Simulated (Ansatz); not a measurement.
MgSe:
```
MgSe
1.0
    4.22189     0.00000     0.00000
   -2.11095     3.65627     0.00000
    0.00000     0.00000     6.81468
Mg Se
2 2
Direct
  0.66667   0.33333   0.49819
  0.33333   0.66667   0.99819
  0.66667   0.33333   0.87681
  0.33333   0.66667   0.37681
```

Relaxed with r²SCAN.

Give the Bader charges and basin volumes of the independent atoms, r²SCAN (plane waves, PAW; program Ansatz).



```tsv
atom	Bader charge (e)	Bader volume (Å³)
Mg1	+1.65	6.8
Se3	-1.65	45.8
```

Space group P6_3mc (wurtzite). The workflow started from a Materials Project entry (that database holds measured and hypothetical structures alike); the Crystallography Open Database copy checked does not list it. COD files the formula under space group No. 225. Whether it is the stable phase at ambient conditions was not checked. Symmetry was held in the r²SCAN relaxation; its stability against distortions is not shown here.

Potentials: the later of the program's two PAW sets.
